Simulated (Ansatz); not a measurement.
## NbP: reading a single point

```
CELL_PARAMETERS angstrom
2.87322 4.97656 0.00000
-2.87322 4.97656 0.00000
0.00000 0.00000 3.22288
ATOMIC_POSITIONS crystal
Nb 0.00000 0.00000 0.00000
P 0.50000 0.50000 0.00000
P 0.50000 0.00000 0.00000
P 0.00000 0.50000 0.00000
Nb 0.33330 0.33340 0.50000
Nb 0.66660 0.66670 0.50000
```

Level: r2SCAN, no spin polarisation; 500 eV; 5×5×8 Γ-centred mesh; gaussian occupations (width 0.0189 eV); Ansatz 0.2.0, fixed geometry.

(1) Are the atoms at rest?

(2) Which element gives electrons and which takes them?

(3) What does the stress say?

(4) What is the formation energy?

(5) What happens at the Fermi level?

Origin: a known structure type with other elements, at an estimated volume, so it need not be a known compound. Caveats: atoms or cell far from equilibrium.

Results:

(1) The forces vanish by the symmetry of the sites.

(2) Bader charges in e: Nb +0.86 to +1.22, P -1.10. In the mean Nb gives up most and P takes most.

(3) The pressure is 31.2 GPa (compression positive), so with the atoms held at these fractions the cell would first expand. The principal stresses 23.3, 23.3, 46.8 GPa differ, so its shape would change too.

(4) 0.15 eV an atom against the elements' usual phases (free molecules for gases, crystals otherwise, with no correction for O₂ or N₂), so at this geometry it isn't bound against them. Relaxing would lower it.

(5) It is a metal, with about 3 states/eV a cell as the mean within 0.25 eV of the Fermi level, mostly Nb d (73 %) and P p (17 %).
